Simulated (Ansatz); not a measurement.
A geometry of LiNbO₃ away from equilibrium: step 2 of the relaxation of a generated cell, LiNbO3 placed in the LiNbO3 structure type. The numbers are results of r2SCAN (plane waves to 500 eV, PAW, scalar-relativistic; Ansatz, a first-principles code), not measurements. Γ-centred k-mesh 8×8×8 on the run's cell, Fermi–Dirac smearing 0.05 eV. The plane waves were selected for a different cell earlier on the path.

```
LiNbO3
1.0
    2.60313     1.50292     4.59296
   -2.60313     1.50292     4.59296
    0.00000    -3.00584     4.59296
Li Nb O
2 2 6
Direct
  0.71088   0.71088   0.71088
  0.21088   0.21088   0.21088
  0.98601   0.98601   0.98601
  0.48601   0.48601   0.48601
  0.63112   0.86249   0.25921
  0.86249   0.25921   0.63112
  0.25921   0.63112   0.86249
  0.75921   0.36249   0.13112
  0.36249   0.13112   0.75921
  0.13112   0.75921   0.36249
```

Problem. Give the Cartesian forces on all atoms (eV/Å).

Solution. 
```
atom     Fx     Fy     Fz
----  -----  -----  -----
Li1    0.00   0.00  -0.13
Li2    0.00   0.00  -0.13
Nb3    0.00   0.00  -0.37
Nb4    0.00   0.00  -0.37
O5    -0.17   0.10   0.17
O6     0.17   0.09   0.17
O7     0.00  -0.19   0.17
O8    -0.17   0.09   0.17
O9     0.17   0.10   0.17
O10    0.00  -0.19   0.17
```

The path ends in R3c (No. 161) (AFLOW prototype ABC3_hR10_161_a_a_b (as in LiNbO3)). No spin polarisation in the result.

The run could not lose the symmetry of its start; a randomly shaken copy of 10 atoms returns to this structure.
